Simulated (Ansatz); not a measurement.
**What a change of settings does: Y₂C**

First run: DFT, LDA, PAW with Ansatz's default frozen-core files, scalar-relativistic (Ansatz 0.2.0).

Command: `ansatz run input.yaml --threads 1 --pin off --max-ram 3072MiB --backend cpu --events-out ev --progress --plain --runs-dir out` It took 30 s on 1 thread of Arm Neoverse V2, on a shared host, peak memory 0.59 GiB.

```yaml
crystal:
  lattice:
    - [1.812415, 1.0463982881, 5.988]
    - [-1.812415, 1.0463982881, 5.988]
    - [0.0, -2.0927965763, 5.988]
  atoms:
    - { symbol: "Y", position: [0.2347163, 0.2347163, 0.3247163] }
    - { symbol: "Y", position: [0.74207, 0.74207, 0.74207] }
    - { symbol: C, position: [0.0232137, 0.0232137, -0.0667863] }
kpoints:
  mp_grid: { grid: [10, 10, 10] }
scf:
  occupations: { method: fermi_dirac, width: 0.05 }
hamiltonian:
  xc: lda
  pseudopotentials: { kind: paw }
output:
  forces: true
  stress: true
  eigenvalues: true
  efg: { contact_densities: true }
  populations: true
```

The cell is entry 1531888 of the Crystallography Open Database, unrelaxed.

This run: one bond, the shortest of the undistorted cell, set to 2.044 Å.

It converges in 7 SCF iterations at a pressure of 1.18 GPa, largest force 4.210 eV/Å, cutoff 420 eV.

The input is then changed:

```diff
   occupations: { method: fermi_dirac, width: 0.05 }
+  n_extra_bands: 4
 hamiltonian:
   xc: lda
-  pseudopotentials: { kind: paw }
+  pseudopotentials: { kind: paw_fr }
 output:
   populations: true
+magnetization:
+  noncollinear: true
+  spin_orbit: true
```

**Question.** What does the second run give?

**Answer.** It converges in 9 SCF iterations at a pressure of 1.17 GPa, largest force 4.210 eV/Å, cutoff 420 eV. More than one line changes, and not each need have an effect.
